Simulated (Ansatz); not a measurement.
An element in the fcc structure gives these cold pressures by all-electron LAPW under PBE (Ansatz 0.2.0, scalar-relativistic, no spin polarisation).

| V (Å³/atom) | P (GPa) |
| --- | --- |
| 42.17 | 0.01 |
| 38.80 | 1.67 |
| 35.43 | 4.01 |
| 32.05 | 7.33 |
| 28.68 | 12.24 |
| 25.30 | 19.53 |
| 21.93 | 30.3 |
| 18.98 | 43.5 |

Question: Which element is it?

Answer: Ca. Its zero-pressure volume in this structure is near 42.2 Å³/atom; the volume and the steepness of P(V) together point to it, though neighbours can come close. This is the case that was computed; others weren't tested.
